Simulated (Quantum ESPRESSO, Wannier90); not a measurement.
**Wannier functions of YN (rock salt)**

```
YN
1.0
    0.00000     2.44836     2.44836
    2.44836     0.00000     2.44836
    2.44836     2.44836     0.00000
Y N
1 1
Direct
  0.00000   0.00000   0.00000
  0.50000   0.50000   0.50000
```

Materials Project entry mp-2114; symmetrised, unrelaxed at this level. COD (Crystallography Open Database) has an entry of this formula and space group (matched by these alone). Computed values, not measurements, from PBEsol: Quantum ESPRESSO (norm-conserving PseudoDojo potentials, cutoff 68 Ry, no spin polarisation, no spin-orbit coupling) on a Γ-centred 12×12×12 mesh, then Wannier90. Density: 12×12×12 mesh, cold smearing 0.01 Ry. The gap is small at this level and was sampled on the meshes and a path alone.

Valence charges of the files: Y 11, N 5. 22 bands were computed.

Isolated groups of bands, relative to the valence-band maximum (bands from 9 on overlap up to the last one computed):

| bands | from (eV) | to (eV) | filling | weight on atomic waves |
|---|---|---|---|---|
| 1 | -40.70 | -40.54 | filled | Y 4s 94 % |
| 2–4 | -21.51 | -20.38 | filled | Y 4p 96 % |
| 5 | -12.82 | -11.06 | filled | N 2s 72 %, Y 4d 15 %, Y 5s 7 % |
| 6–8 | -4.11 | 0.00 | filled | N 2p 68 %, Y 4d 25 % |

Wanted is a model with the orbitals Y d, N p, without the filled groups that are mainly made of other shells (semicore states, and anion s where it isn't named); all higher bands stay in for disentanglement.

Task: Give num_wann, exclude_bands and num_bands, and the number of electrons that the model holds.

Result: Electrons: 1×11 + 1×5 = 16, which fill 8 bands.
num_wann = 1×5 + 1×3 = 8.
exclude_bands = 1-5, 5 bands, so num_bands = 22 − 5 = 17.
The model holds 16 − 2×5 = 6 electrons. With the window frozen to 1.62 eV it follows pw.x to 11 meV rms (states up to 1.1 eV relative to the valence-band maximum).
